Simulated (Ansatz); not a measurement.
# Profile along the Y–Y line in Y (hcp, Mg type)

Y (hcp, Mg type)

```cif
data_Y2
_chemical_formula_sum 'Y2'
_space_group_name_H-M_alt 'P63/mmc'
_space_group_IT_number 194
_space_group_name_Hall '-P 6c 2c'
_cell_length_a 3.65564
_cell_length_b 3.65564
_cell_length_c 5.67870
_cell_angle_alpha 90.000
_cell_angle_beta 90.000
_cell_angle_gamma 120.000
loop_
_atom_site_label
_atom_site_type_symbol
_atom_site_symmetry_multiplicity
_atom_site_Wyckoff_symbol
_atom_site_fract_x
_atom_site_fract_y
_atom_site_fract_z
_atom_site_occupancy
Y1 Y 2 d 0.66667 0.33333 0.25000 1
```

Fields along a shortest Y–Y line of a (1 -1 0 0) plane (3.66 Å), from Y to Y, interpolated on the slice's grid (step about 0.2 Å). The numbers are results of PBE (plane waves to 420 eV, PAW, scalar-relativistic; Ansatz, a first-principles code), not measurements. k mesh 15×15×8. Inside the PAW spheres the values are not all-electron values, and peaks at nuclei hang on which shells count as valence. Y is run without spin polarisation. Y was relaxed with its symmetry unable to fall.

| distance from Y (Å) | valence electron density (e/Å³) | electron localisation function |
|---|---|---|
| 0.00 | 3.15 | x |
| 0.37 | 3.69 | x |
| 0.73 | 1.77 | 0.84 |
| 1.10 | 0.34 | 0.33 |
| 1.46 | 0.11 | 0.11 |
| 1.83 | 0.10 | 0.24 |
| 2.20 | 0.11 | 0.11 |
| 2.56 | 0.34 | 0.33 |
| 2.93 | 1.77 | 0.84 |
| 3.29 | 3.69 | x |
| 3.66 | 3.15 | x |

x: too close to a nucleus for the ELF to mean much.

Density on the Y–Y line (3.66 Å) at its midpoint: 0.10 e/Å³. ELF at that point: 0.2.
